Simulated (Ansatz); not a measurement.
**Cd4SeS3: rattling a relaxed structure**

It was reached by relaxing an invented guess, and it needn't be the stable form of this composition.

Theory: Ansatz 0.2.0, DFT PBE, scalar-relativistic, plane waves, PAW. Cutoff 420 eV; k points 6×6×4 on the computed 16-atom cell (Γ-centred); Gaussian smearing, width 0.02 eV; no spin polarisation.

The cell below (16 atoms, space group P6_3mc (No. 186)) is relaxed within its symmetry.

```
Cd Se S
1.0
     8.48345    0.00000    0.00000
    -4.24172    7.34688    0.00000
     0.00000    0.00000    6.91051
Cd Se S
8 2 6
Direct
  0.16250 0.83750 0.37124
  0.16250 0.32501 0.37124
  0.67499 0.83750 0.37124
  0.33333 0.66667 0.88860
  0.83750 0.16250 0.87124
  0.32501 0.16250 0.87124
  0.66667 0.33333 0.38860
  0.83750 0.67499 0.87124
  0.33333 0.66667 0.50066
  0.66667 0.33333 0.00066
  0.16571 0.83429 0.99900
  0.16571 0.33141 0.99900
  0.66859 0.83429 0.99900
  0.83429 0.16571 0.49900
  0.33141 0.16571 0.49900
  0.83429 0.66859 0.49900
```

For the test it was strained at random (σ = 1.5 % a component), the atoms were moved at random (σ = 0.15 Å), and all was relaxed again on a coarse 2×3×3 mesh (in the run’s order of axes) with 0.10 eV smearing, with no symmetry imposed.

Question: What happens?

Answer: It returns, within 1 meV/atom of the unmoved cell on that mesh and with the same symmetry when read at 0.1 Å (P2_1 at 0.01 Å, so small strains and shifts remain). So it is stable against the distortions that fit this cell and that this random move excites. Modes that don't fit the cell aren't tested.
